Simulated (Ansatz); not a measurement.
Kick test of a cell of Ga₂As

The structure comes from a generated guess, relaxed at this level; another structure or a mixture of phases may lie lower.

Level of theory: DFT PBE, scalar-relativistic, plane waves, PAW in Ansatz. Settings: cutoff 420 eV, Γ-centred mesh 12×12×12 on the computed 3-atom cell, Gaussian smearing of 0.10 eV; no spin polarisation.

The cell below (3 atoms, space group P-6m2 (No. 187)) is relaxed within its symmetry.

```xyz
3
Lattice="4.3728 0.0000 0.0000 -2.1864 3.7870 0.0000 0.0000 0.0000 4.0327" Properties=species:S:1:pos:R:3 pbc="T T T"
Ga    2.1864    1.2623    0.0000
Ga    0.0000    2.5247    2.0164
As    0.0000    0.0000    2.0164
```

For the test a repeat of it with 6 atoms (edges 4.03, 4.37, 7.57 Å) was strained at random (σ = 1.5 % a component), the atoms were moved at random (σ = 0.10 Å), and all was relaxed again on a coarse 6×6×4 mesh (in the run’s order of axes) with 0.20 eV smearing, with no symmetry imposed.

An odd number of electrons in the primitive cell allows no gap without spin; a larger cell or a magnetic state could open one. The cell is a metal run without spin; a magnetic state may lie lower.

Q: Is the structure stable against such a distortion?

A: It doesn't return. The energy falls by 171 meV/atom on that mesh, the volume changes by -9.3 %, and the end has space group Aem2 (No. 39) at a loose tolerance. Relaxed again on a 6×10×10 mesh with 0.10 eV smearing, the new structure lies 172 meV/atom below the first (mesh in the axes of the run's cell; the cell below is made exact in the group named). Space group Aem2 (No. 39), orthorhombic, a = 7.600 Å, b = 5.224 Å, c = 6.096 Å. Ga on its first site is surrounded by 3 Ga at 2.73–2.80 Å, 1 As at 2.75 Å and 1 As at 3.13 Å; around Ga on its second site lie 4 As at 2.53–2.66 Å and 1 Ga at 2.80 Å; around As lie 5 Ga at 2.53–2.75 Å and 1 Ga at 3.13 Å.

```
Ga As
1.0
     7.60042    0.00000    0.00000
     0.00000    2.61184    3.04807
     0.00000   -2.61184    3.04807
Ga As
4 2
Cartesian
  4.1999 1.3059 3.5660
  1.2266 1.3059 2.2783
  3.4005 -1.3059 3.5660
  6.3738 -1.3059 2.2783
  1.3295 -1.3059 1.7627
  6.2709 1.3059 1.7627
```
